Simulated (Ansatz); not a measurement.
TaAg:
```xyz
4
Lattice="4.7358 0.0000 0.0000 0.0000 2.7674 0.0000 0.0000 0.0000 5.2803" Properties=species:S:1:pos:R:3 pbc="T T T"
Ag     1.1839     0.0000     4.5109
Ag     3.5518     0.0000     0.7693
Ta     1.1839     1.3837     1.8534
Ta     3.5518     1.3837     3.4268
```

Relaxed with r²SCAN. Special points in fractions of this cell's reciprocal vectors: Γ (0.000, 0.000, 0.000); X (0.500, 0.000, 0.000); S (0.500, 0.500, 0.000); Y (0.000, 0.500, 0.000); Z (0.000, 0.000, 0.500); U (0.500, 0.000, 0.500); R (0.500, 0.500, 0.500); T (0.000, 0.500, 0.500).

Problem. List the band energies nearest the Fermi level at these points for DFT-r²SCAN with spin–orbit coupling in the program Ansatz with PAW potentials.

Solution. In eV from the Fermi level; about four levels below and three above (degenerate sets whole), none deeper than 8.9 eV; points with the same levels are listed once.

```json
[
 {"k": "Γ", "below": "-1.15 -1.15 -0.08 -0.08", "above": "1.96 1.96 3.15 3.15"},
 {"k": "X", "below": "-1.04 -1.04 -1.04 -1.04", "above": "0.05 0.05 0.05 0.05"},
 {"k": "S", "below": "-0.19 -0.19 -0.19 -0.19", "above": "3.81 3.81 3.81 3.81"},
 {"k": "Y", "below": "-1.02 -1.02 -0.91 -0.91", "above": "0.00 0.00 0.22 0.22"},
 {"k": "Z", "below": "-1.41 -1.41 -1.12 -1.12", "above": "1.59 1.59 3.38 3.38"},
 {"k": "U", "below": "-0.07 -0.07 -0.07 -0.07", "above": "3.15 3.15 3.15 3.15"},
 {"k": "R", "below": "-0.10 -0.10 -0.10 -0.10", "above": "0.89 0.89 0.89 0.89"},
 {"k": "T", "below": "-1.02 -1.02 -0.14 -0.14", "above": "0.32 0.32 1.86 1.86"}
]
```

Space group Pmma. The start of the workflow was typed in or built on a structure type; neither database checked (COD, Materials Project) lists it. Whether it is the stable phase at ambient conditions was not checked. The r²SCAN relaxation kept the symmetry of its start; whether a distortion lowers the energy is not shown. No spin polarisation was allowed. Its formation energy is positive at this level, so the cell may be metastable or incomplete.

Potentials: the later of the program's two PAW sets.
